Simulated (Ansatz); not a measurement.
**Data sheet: TaSi₂ (DFT)**

TaSi2:
```
TaSi2
1.0
    4.76193     0.00000     0.00000
   -2.38097     4.12396     0.00000
    0.00000     0.00000     6.55307
Ta Si
3 6
Direct
  0.50000   0.00000   0.00000
  0.50000   0.50000   0.33333
  0.00000   0.50000   0.66667
  0.15910   0.31820   0.00000
  0.84090   0.15910   0.33333
  0.68180   0.84090   0.66667
  0.84090   0.68180   0.00000
  0.15910   0.84090   0.33333
  0.31820   0.15910   0.66667
```

Space group P6_222 (No. 180); conventional cell a = b = 4.7619 Å, c = 6.5531 Å, α = β = 90.00°, γ = 120.00°.

Method: PBEsol (plane waves, PAW; program Ansatz). The cell and atoms are relaxed at this level. Other levels are named where they apply.

**Cell and energy**

```json
{
  "volume_per_atom": "14.30 Å³",
  "density": "9.18 g/cm³",
  "Formation energy from the elements (no fitted shifts)": "-0.58 eV/atom"
}
```

**Electronic structure**

```json
{
  "electronic_character": "metallic (no gap)",
  "Density of states at the Fermi level": "0.36 states/eV per atom (mean over ±0.08 eV)",
  "Gap with spin–orbit coupling": "none (metallic)"
}
```

**Mechanics**

```json
{
 "Bulk modulus (Birch–Murnaghan fit)": "195 GPa",
 "Pressure derivative B′": "4.3",
 "Elastic constants (relaxed ions, GPa)": "C11 = 381, C12 = 78.2, C13 = 97.2, C33 = 476, C44 = 140",
 "mechanical_stability": "stable (all eigenvalues of C positive)",
 "hill_bulk_and_shear_moduli": "197 and 150 GPa",
 "Young's modulus": "359 GPa",
 "Poisson's ratio": "0.20",
 "debye_temperature_from_the_elastic_constants": "547 K"
}
```

**Phonons**

```json
{
 "highest_zone_centre_frequency": "411 cm⁻¹",
 "zone_centre_stability": "no imaginary mode at Γ"
}
```

The PBEsol relaxation kept the symmetry of its start. The run is not spin-polarised. As this level gives no gap, shear constants depend on the k-mesh and smearing (Fermi–Dirac, 0.1 eV here). As this level gives no gap, phonon frequencies hold no LO–TO term and depend on the k-mesh and smearing (Fermi–Dirac, 0.1 eV here). On the denser mesh and wider smearing of the elastic run this cell carries a stress of 0.5 GPa. The references are the lowest solids computed at this level, not always the standard phases. Scalar-relativistic: spin–orbit coupling is off unless named, which matters more the heavier the elements.

Potentials: the later of the program's two PAW sets.
